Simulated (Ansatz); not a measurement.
**What DFT gives for ZrNbP**

```
P Nb Zr
1.0
     6.96830    0.00000    0.00000
     0.00000    3.61322    0.00000
     0.00000    0.00000    8.43652
P Nb Zr
4 4 4
Direct
  0.26220 0.25000 0.64260
  0.23780 0.75000 0.14260
  0.76220 0.25000 0.85740
  0.73780 0.75000 0.35740
  0.13994 0.25000 0.93965
  0.36006 0.75000 0.43965
  0.63994 0.25000 0.56035
  0.86006 0.75000 0.06035
  0.03320 0.25000 0.33141
  0.46680 0.75000 0.83141
  0.53320 0.25000 0.16859
  0.96680 0.75000 0.66859
```

Method: r2SCAN, no spin polarisation; PAW, plane waves to 500 eV, 5×9×4 Γ-centred mesh, fermi-dirac occupations (width 0.1 eV) (Ansatz 0.2.0), atoms fixed.

(1) What does the stress say?

(2) Where is the largest force?

(3) Is it stable against the elements?

(4) What happens at the Fermi level?

(5) Which element gives electrons and which takes them?

Origin: a database entry at a rescaled volume.

Answers

(1) The pressure is -5.9 GPa (compression positive), so with the atoms held at these fractions the cell would first shrink.

(2) The largest is on Nb5 (and as large on other atoms): 0.31 eV/Å, components (-0.18, 0.00, 0.25). It makes 67° with the line to a nearest neighbour, P2 at 2.58 Å.

(3) -1.19 eV an atom against the elements' usual phases (free molecules for gases, crystals otherwise, with no correction for O₂ or N₂), so it is bound against them; other compounds may still compete. Relaxing would lower it.

(4) It is a metal, with about 4.8 states/eV a cell as the mean within 0.25 eV of the Fermi level, mostly Nb d (44 %) and Zr d (43 %).

(5) Bader charges in e: Zr +1.34, Nb +0.43, P -1.77. In the mean Zr gives up most and P takes most.
